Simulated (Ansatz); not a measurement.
SiO2:
```cif
data_O8Si4
_chemical_formula_sum 'Si4 O8'
_space_group_name_H-M_alt 'P41212'
_space_group_IT_number 92
_space_group_name_Hall 'P 4abw 2nw'
_cell_length_a 5.02806
_cell_length_b 5.02806
_cell_length_c 7.00967
_cell_angle_alpha 90.000
_cell_angle_beta 90.000
_cell_angle_gamma 90.000
loop_
_atom_site_label
_atom_site_type_symbol
_atom_site_symmetry_multiplicity
_atom_site_Wyckoff_symbol
_atom_site_fract_x
_atom_site_fract_y
_atom_site_fract_z
_atom_site_occupancy
Si1 Si 4 a 0.29808 0.29808 0.00000 1
O1 O 8 b 0.23958 0.10196 0.17836 1
```

Relaxed with PBEsol.

### Question
Decompose the optical modes at the zone centre into irreducible representations, and say which are infrared and Raman allowed.

### Answer
Point group 422: Γ_opt = 4A1 + 4A2 + 5B1 + 4B2 + 8E. Infrared: A2, E. Raman: A1, B1, B2, E.

### Question
Assign frequencies (DFPT, PBEsol (plane waves, PAW; program Ansatz); without the LO–TO term).

### Answer
B1 38, B1 111, E 138, A1 215, E 255, B2 268, A2 279, A1 344, B1 358, E 361, A1 392, B2 414, E 440, A2 463, E 594, B1 764, B2 765, A2 766, E 772, A1 1058, E 1061, B1 1062, A2 1064, B2 1111, E 1177 cm⁻¹.

Subscripts of B labels follow the axes of the standard setting.

Space group P4_12_12. Symmetry was held in the PBEsol relaxation.

Potentials: the earlier of the program's two PAW sets. The files were generated under PBE; for other functionals the program regenerates the frozen cores, and for LDA and PBEsol the local potential too.
